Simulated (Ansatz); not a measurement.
The cell below belongs to a search over invented structures; it isn't taken from experiment.

Input and command of a plane-wave DFT calculation in Ansatz:

```yaml
crystal:
  lattice:
    - [3.7313475939, 0.0, 0.0]
    - [-1.8656737969, 3.2314418066, 0.0]
    - [0.0, 0.0, 14.5840782782]
  atoms:
    - { symbol: Zr, position: [0.0, 0.0, 0.1530998074] }
    - { symbol: Zr, position: [0.0, 0.0, 0.6168019472] }
    - { symbol: Zr, position: [0.0, 0.0, 0.3831980528] }
    - { symbol: Zr, position: [0.0, 0.0, 0.8469001926] }
    - { symbol: In, position: [0.6666666667, 0.3333333333, 0.0] }
    - { symbol: As, position: [0.6666666667, 0.3333333333, 0.5] }
    - { symbol: As, position: [0.3333333333, 0.6666666667, 0.2654241747] }
    - { symbol: As, position: [0.3333333333, 0.6666666667, 0.7345758253] }
basis:
  ecutwfc: 500
kpoints:
  mp_grid: { grid: [12, 12, 2] }
hamiltonian:
  xc: r2scan
scf:
  occupations: { method: gaussian, width: 0.1 }
output:
  forces: true
  stress: true
  eigenvalues: true
```

```bash
ansatz run input.yaml --threads 1 --pin off --max-ram 2560MiB --backend cpu --events-out ev --progress --plain --runs-dir out
```

Processor: Arm Neoverse V1, 1 thread, on a host shared with other jobs.

**Question.** Estimate time, memory and problem size.

**Answer.** About 89 s, peak memory 0.95 GiB. It solves 64 bands at 38 k points (after reduction by symmetry) with about 4445 plane waves, in 10 SCF iterations.
